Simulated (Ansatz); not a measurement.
Put SnO₃ in Pm-3m (No. 221): Sn on 1b and 1a; O on 6f.

Level of theory: DFT PBE, scalar-relativistic, plane waves, PAW in Ansatz. Cutoff 420 eV, Γ-centred mesh, Gaussian smearing, no spin polarisation.

Energies over the elements count from the elements' standard structures at the same level (O₂ as a molecule), with no fitted energy shifts. The references include grey tin.

Q: Predict the relaxed structure.

A:

Space group Pm-3m (No. 221). a = 6.043 Å, b = 6.043 Å, c = 6.043 Å, α = 90.00°, β = 90.00°, γ = 90.00°
| atom | site | symmetry | x | y | z |
| --- | --- | --- | --- | --- | --- |
| Sn | 1b | m-3m | 0.5000 | 0.5000 | 0.5000 |
| Sn | 1a | m-3m | 0.0000 | 0.0000 | 0.0000 |
| O | 6f | 4m.m | 0.1091 | 0.5000 | 0.5000 |

Sn on its first site is surrounded by 6 O at 2.36 Å; Sn on its second site has 24 O at 4.32 Å (long contacts); O is surrounded by 1 O at 1.32 Å, 1 Sn at 2.36 Å, 4 O at 3.34 Å, 1 Sn at 3.68 Å and 4 Sn at 4.32 Å. Another local minimum with the same sites may exist.

Q: Where does its energy lie, and is it a metal?

A: The energy over the elements is +0.53 eV/atom. The gap on the 6×6×6 mesh of the 8-atom cell is 0 eV (a metal). The separate elements lie lower, so it is unstable against them.

The last run used Gaussian smearing of 0.10 eV. The cell is a metal run without spin; a magnetic state may lie lower. Symmetry constrained the relaxation, so the result can be a saddle point. Another cell of SnO3 relaxed alike, in Pm-3n, lies 0.68 eV/atom lower, so this cell isn't the stable form at this level.
